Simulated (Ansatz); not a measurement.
CaScHO$_{2}$ in space group P4/mmm (No. 123; Ca on 1d, Sc on 1a, O on 2f, H on 1b), a = b = 4.0692 Å, c = 3.7092 Å, α = β = γ = 90.00°.

Relaxed with r²SCAN. Plane-wave PAW r²SCAN (Ansatz code) gives a gap of 2.70 eV.

What gap does HSE06 give on the same cell (Ansatz, PAW)?

3.57 eV, 0.87 eV more. The hybrid was solved on a coarser mesh and at special points; the gap given is the minimum over both.

```json
[
 {"k": "Γ", "v1 r²SCAN": "-0.79", "c1 r²SCAN": "3.88", "v1 HSE06": "(withheld)", "c1 HSE06": "(withheld)"},
 {"k": "Z", "v1 r²SCAN": "0.00", "c1 r²SCAN": "3.48", "v1 HSE06": "(withheld)", "c1 HSE06": "(withheld)"},
 {"k": "M", "v1 r²SCAN": "-0.53", "c1 r²SCAN": "5.55", "v1 HSE06": "(withheld)", "c1 HSE06": "(withheld)"},
 {"k": "A", "v1 r²SCAN": "-0.37", "c1 r²SCAN": "5.48", "v1 HSE06": "(withheld)", "c1 HSE06": "(withheld)"},
 {"k": "R", "v1 r²SCAN": "-0.45", "c1 r²SCAN": "2.70", "v1 HSE06": "-0.50", "c1 HSE06": "3.57"},
 {"k": "X", "v1 r²SCAN": "-1.57", "c1 r²SCAN": "3.71", "v1 HSE06": "-2.01", "c1 HSE06": "4.42"}
]
```

Top valence (v1) and lowest conduction level (c1) in eV from each method's valence maximum (which need not be a listed point): supply the withheld HSE06 values.


- Z, v1 HSE06: 0.00
- Z, c1 HSE06: 4.38
- M, v1 HSE06: -0.76
- M, c1 HSE06: 6.74
- Γ, v1 HSE06: -1.10
- Γ, c1 HSE06: 4.83
- A, v1 HSE06: -0.59
- A, c1 HSE06: 6.45

Cost on shared cores: the r²SCAN run (SCF on a 7×7×8 mesh, then bands and DOS) around 40 core-seconds (rough), the HSE06 run (SCF on 4×4×5, then a few points) about 70 core-seconds (a rough figure); the tasks are unlike.

The start of the workflow was typed in or built on a structure type; neither database checked (COD, Materials Project) lists it. Whether it is the stable phase at ambient conditions was not checked. The cell was relaxed with r²SCAN under the symmetry of its start; its stability against distortions is not shown here. No spin polarisation was allowed.

Potentials: the earlier of the program's two PAW sets. The files were generated under PBE; for other functionals the program regenerates the frozen cores, and for LDA and PBEsol the local potential too.
